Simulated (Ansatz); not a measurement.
Data:

CuIr$_{2}$S$_{4}$:
```
CuIr2S4
1.0
    0.00000     4.89101     4.89101
    4.89101     0.00000     4.89101
    4.89101     4.89101     0.00000
Cu Ir S
2 4 8
Direct
  0.25000   0.25000   0.25000
  0.00000   0.00000   0.00000
  0.62500   0.62500   0.12500
  0.62500   0.12500   0.62500
  0.62500   0.62500   0.62500
  0.12500   0.62500   0.62500
  0.38472   0.84584   0.38472
  0.86528   0.86528   0.86528
  0.84584   0.38472   0.38472
  0.86528   0.86528   0.40416
  0.38472   0.38472   0.84584
  0.40416   0.86528   0.86528
  0.38472   0.38472   0.38472
  0.86528   0.40416   0.86528
```

This is the PBEsol-relaxed structure.

Q: All from DFT-PBEsol in the program Ansatz with PAW potentials, unless another level is named. Give the electronic character.

A: metallic (no gap).

Q: And the formation energy from the elements (no fitted shifts)?

A: -0.44 eV/atom.

Q: Give the gap with spin–orbit coupling.

A: none (metallic).

Space group Fd-3m (spinel). The workflow started from a Materials Project entry (that database holds measured and hypothetical structures alike); the Crystallography Open Database files this formula in space group No. 227, but the cells were not matched. Its standing as an ambient phase is unchecked. Symmetry was held in the PBEsol relaxation; whether a distortion lowers the energy is not shown. No spin polarisation was allowed. The references are the lowest solids computed at this level, not always the standard phases. Scalar-relativistic: spin–orbit coupling is off unless named, which matters more the heavier the elements.

Potentials: the later of the program's two PAW sets.
